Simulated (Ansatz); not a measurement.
Level of theory: DFT, PBE, scalar-relativistic, no spin polarisation; plane waves to 420 eV with PAW datasets (Ansatz 0.2.0), 12×12×12 k-mesh, Gaussian smearing of 0.05 eV. The datasets are Ansatz's generated set soft_2.

A compound XSb has these computed properties.

| Item | Value |
| --- | --- |
| Space group | Fm-3m (No. 225) |
| Conventional cell | a = 5.427 Å, b = 5.427 Å, c = 5.427 Å, α = 90.00°, β = 90.00°, γ = 90.00° |
| Volume | 19.98 Å³/atom |
| Band gap | zero (metallic) |
| Density of states at the Fermi level | about 1 states/(eV·atom) |
| Bader charges | X -0.47; Sb 0.47 e |
| Formation energy from the elements (0 K, uncorrected) | 1.01 eV/atom (unstable against the elements) |
| Bulk modulus (Birch–Murnaghan) | 151 GPa |
| Pressure derivative B0′ | 4.9 |

Sites: X on 4b, Sb on 4a.

Problem. Which element is X?
A. Pt
B. Ir
C. W
D. Os

Solution. D. X is Os, so the compound is OsSb.

This is a trial structure made by placing the elements on a prototype's sites, so it needn't be the stable form.

These numbers lack spin–orbit coupling. The cell is a metal with an odd number of electrons, and spin polarisation wasn't tried.
